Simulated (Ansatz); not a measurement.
Put GdIr2Cl in P6/mmm (No. 191): Gd on 1b; Ir on 2d; Cl on 1a.

Method: Ansatz 0.2.0, DFT PBE, scalar-relativistic, plane waves, PAW. Cutoff 420 eV, Γ-centred mesh, Gaussian smearing, collinear spin.

Formation energies are uncorrected and refer to the elements' standard structures at the same level (Cl₂ as a molecule).

Question: Give the relaxed lattice parameters and positions.

Answer:

Space group P6/mmm (No. 191). a = 4.818 Å, b = 4.818 Å, c = 5.443 Å, α = 90.00°, β = 90.00°, γ = 120.00°
| atom | site | symmetry | x | y | z |
| --- | --- | --- | --- | --- | --- |
| Gd | 1b | 6/mmm | 0.0000 | 0.0000 | 0.5000 |
| Ir | 2d | -6m2 | 0.3333 | 0.6667 | 0.5000 |
| Cl | 1a | 6/mmm | 0.0000 | 0.0000 | 0.0000 |

Gd is surrounded by 2 Cl at 2.72 Å and 6 Ir at 2.78 Å; Ir is surrounded by 3 Gd at 2.78 Å and 3 Ir at 2.78 Å; Cl is surrounded by 2 Gd at 2.72 Å. Another local minimum with the same sites may exist.

Question: And its energy and gap?

Answer: The energy over the elements is +0.32 eV/atom, the gap on the 12×12×8 mesh of the 4-atom cell is 0 eV (a metal) and the net moment per atom is 1.27 μB. The moment by site is Gd -6.9; Ir 0.8 (×2) μB. It can't be a ground state, since the elements alone are lower.

The last run used collinear spin and Gaussian smearing of 0.10 eV. These runs have no spin–orbit coupling, which can matter for Ir. The 4f shell of Gd is treated without a Hubbard U, which places its levels poorly. The magnetic state reached may not be the lowest. Symmetry constrained the relaxation, so the result can be a saddle point. Site moments count only spheres around the atoms; the net moment includes the space between them.
